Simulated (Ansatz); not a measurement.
Input and command of a calculation in Ansatz (plane waves; scalar-relativistic PAW potentials unless the input names others):

```yaml
crystal:
  lattice:
    - [-2.4483355223, 2.4483355223, 2.5127654044]
    - [2.4483355223, -2.4483355223, 2.5127654044]
    - [2.4483355223, 2.4483355223, -2.5127654044]
  atoms:
    - { symbol: Si, position: [0.0, 0.0, 0.0] }
    - { symbol: W, position: [0.5, 0.5, 0.0] }
    - { symbol: W, position: [0.5, 0.0, 0.5] }
    - { symbol: W, position: [0.0, 0.5, 0.5] }
basis:
  ecutwfc: 420
  precision: f64
kpoints:
  mp_grid: { grid: [14, 14, 14], shift: [0.5, 0.5, 0.5] }
hamiltonian:
  xc: pbesol
scf:
  occupations: { method: gaussian, width: 0.15 }
  eigensolver: { kind: davidson }
output:
  forces: true
  eigenvalues: true
  stress: true
```

```bash
ansatz run input.yaml --threads 2 --pin off --max-ram 5120MiB --backend cpu --events-out ev --progress --plain --runs-dir out
```

Abridged log:
```
Pseudopotentials: kind: paw
Pseudopotential: Si, paw, valence charge 4, recommended cutoff 420 eV (normal)
Pseudopotential: W, paw, valence charge 14, recommended cutoff 420 eV (normal)
Functional definition: PBEsol
Crystal: 4 atoms, lattice volume = 60.250 Å³
Basis set: ecut = 420 eV, 1173 PW (Γ), exchange–correlation on 60×60×60 points (8 copies of the dense FFT grid, shifted against one another)
Bands: 28, of which v1, the nominal top of the filled ones, is band 23 counted from 1 (22 counted from 0)
Symmetry: 16 space group operations
Space group: I4/mmm (ITA 139), of the structure as read, at distance tolerance 3.9e-5 Å
k-points: 240 of 2744
Initial density: superposition of atomic densities (neutral atoms: chi_scale 0, normalization atom), corrected by the library's trained network
Initial wavefunctions: pseudopotential atomic-orbital guess
Functional: x = pbesol(κ = 0.804, μ = 0.12345679), c = pbesol(β = 0.046)
SCF iter   1: F=—  HF=-31384.910696 eV  |F-HF|=—  |Δ(HF+E_count)|=         —  Δρ=7.20e-3  dr2=2.07e-2  ethr=1.77e-3  ⟨swp⟩=5.2  Hψ=26872  notcnv=0
SCF iter   2: F=—  HF=-31384.907624 eV  |F-HF|=—  |Δ(HF+E_count)|=   3.07e-3  Δρ=3.96e-3  dr2=6.65e-3  ethr=4.49e-5  ⟨swp⟩=2.3  Hψ=12521  notcnv=0  defer=2
SCF iter   3: F=—  HF=-31384.906678 eV  |F-HF|=—  |Δ(HF+E_count)|=   9.46e-4  Δρ=4.34e-4  dr2=8.36e-5  ethr=1.73e-7  ⟨swp⟩=4.7  Hψ=31300  notcnv=0
SCF iter   4: F=—  HF=-31384.906656 eV  |F-HF|=—  |Δ(HF+E_count)|=   2.25e-5  Δρ=1.10e-4  dr2=4.44e-6  ethr=1.73e-7  ⟨swp⟩=3.0  Hψ=14627  notcnv=0
SCF iter   5: F=—  HF=-31384.906656 eV  |F-HF|=—  |Δ(HF+E_count)|=   2.20e-7  Δρ=2.23e-5  dr2=3.19e-7  ethr=9.66e-9  ⟨swp⟩=3.1  Hψ=13557  notcnv=0
SCF iter   6: F=-31384.906656 eV  HF=-31384.906656 eV  |F-HF|=9.74e-9  |Δ(HF+E_count)|=   1.96e-8  Δρ=4.05e-6  dr2=1.23e-8  ethr=6.94e-10  ⟨swp⟩=3.7  Hψ=14613  notcnv=0
SCF 1 converged in 6 iterations: F = -31384.906656 eV  dr2 = 1.23e-8
  Residual-converged pass: ⟨swp⟩=3.7  Hψ=15638  notcnv=0  max |occ|·‖R‖ = 6.6e-6 eV (tolerance 6.7e-6 eV) dr2=1.26e-8  dr2_onsite=4.51e-10  max |Δocc| = 2.3e-8
SCF converged after 6 iterations
Free energy (F): -31384.906656 eV
Harris-Foulkes:  -31384.906656 eV  (|F-HF|=9.74e-9)
Internal energy: -31384.864905 eV  (E = F + TS)
E sigma→0 (E₀):  -31384.885780 eV
Entropy (-TS):   -0.041751 eV (-10.438 meV/atom)
Fermi energy:    20.048448 eV
--- Forces (eV/Å), atoms counted from 1 ---
  atom   1  Si     0.00000000     0.00000000     0.00000000
  atom   2  W      0.00000000     0.00000000     0.00000000
  atom   3  W      0.00000000     0.00000000     0.00000000
  atom   4  W      0.00000000     0.00000000     0.00000000
--- Stress (GPa, compression-positive) ---
       39.485345       0.000000       0.000000
        0.000000      39.485345       0.000000
        0.000000       0.000000      24.609604
  P = ⅓ Tr σ = 34.5268 GPa (345.268 kbar)
```

Apart from outputs and empty bands, the input differs from a reference run on usual settings in kpoints.mp_grid.shift: not typed → [0.5, 0.5, 0.5]; scf.eigensolver.kind: not typed → "davidson"; basis.precision: not typed → "f64". The reference, at the same geometry (not necessarily relaxed), gave pressure 34.53 GPa, largest force 0.000 eV/Å, no gap on the mesh. This run converged in 6 SCF iterations (reference: 6) with an energy at zero smearing 0.48 meV/atom below the reference's, pressure 34.53 GPa, largest force 0.000 eV/Å, no gap on the mesh.

The run took 40 s on 2 threads of Intel(R) Xeon(R) Processor @ 2.50GHz (Skylake/Cascade Lake), with other jobs on the host, peak memory 0.51 GiB.